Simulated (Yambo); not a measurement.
Yambo run on CsBH₄ (space group F-43m, No. 216). The wavefunctions are norm-conserving PBEsol (Quantum ESPRESSO, 76 Ry, no spin-orbit coupling) ones on a 4×4×4 mesh (8 occupied bands); a = 5.1845 Å, b = 5.1845 Å, c = 5.1845 Å, α = 60.00°, β = 60.00°, γ = 60.00°.

Yambo input:

```
rim_cut
gw0
dyson
el_el_corr
HF_and_locXC
ppa
em1d
RandQpts= 1000000
RandGvec= 1 Ry
EXXRLvcs= 76 Ry
VXCRLvcs= 304 Ry
Chimod= "HARTREE"
% BndsRnXp
 1 | 170 |
%
NGsBlkXp= 8 Ry
% LongDrXp
 1.0 | 1.0 | 1.0 |
%
PPAPntXp= 27.2114 eV
% GbndRnge
 1 | 56 |
%
GTermKind= "none"
DysSolver= "n"
ExtendOut
% QPkrange
 7 | 7 | 8 | 9 |
 8 | 8 | 8 | 8 |
%
```

k points by index: 7 = X, 8 = W.

Resulting energies as the program prints them:

```
#    K-point    Band    Eo [eV]    E [eV]    E-Eo [eV]    Vxc [eV]    Vnlxc [eV]    Sc|Eo [eV]    Sc|E [eV]    dSc/dw|Eo [eV]    Re(Z)    Im(Z)
#
    7    8    -0.001302    -1.709867    -1.708565    -12.16918    -16.47042    2.229872    2.592670    -5.777670    0.824859    -0.001272
    7    9    5.555597    6.614397    1.058800    -6.588006    -2.937032    -2.443102    -2.592174    -3.830856    0.876591    -0.945400E-3
    8    8    0.000000    -1.706292    -1.706292    -12.16884    -16.45265    2.216297    2.577514    -5.760165    0.825297    -0.001268
```
(The two width columns are left out.) Convergence of these settings isn't established.

Geometry of the Materials Project entry, not relaxed at this level.

The structure is a Materials Project entry; no match was found in the copy of COD used, and its stability was not checked.
